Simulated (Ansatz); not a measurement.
MoW3: rattling a relaxed structure

The structure comes from a generated guess, relaxed at this level; another structure or a mixture of phases may lie lower.

All numbers below come from DFT PBE, scalar-relativistic, plane waves, PAW in Ansatz 0.2.0. Cutoff 420 eV; k points 14×14×8 on the computed 4-atom cell (Γ-centred); Gaussian smearing, width 0.10 eV; no spin polarisation.

The cell below (4 atoms, space group P4/mmm (No. 123)) is relaxed within its symmetry.

```
Mo W
1.0
     3.17710    0.00000    0.00000
     0.00000    3.17710    0.00000
     0.00000    0.00000    6.35836
Mo W
1 3
Cartesian
  0.0000 0.0000 0.0000
  1.5886 1.5886 1.5845
  0.0000 0.0000 3.1792
  1.5886 1.5886 4.7738
```

For the test a repeat of it with 8 atoms (edges 3.18, 6.35, 6.36 Å) was strained at random (σ = 1.5 % a component), the atoms were moved at random (σ = 0.10 Å), and all was relaxed again on a coarse 6×4×4 mesh (in the run’s order of axes) with 0.20 eV smearing, with no symmetry imposed.

Spin–orbit coupling, which can matter for W, is left out.

Question: What happens?

Answer: It returns, within 1 meV/atom of the unmoved cell on that mesh and with the same symmetry when read at 0.1 Å (Pmmm at 0.01 Å, so small strains and shifts remain). No instability shows in this cell; modes of other wave vectors, which need another repeat, aren't tested.
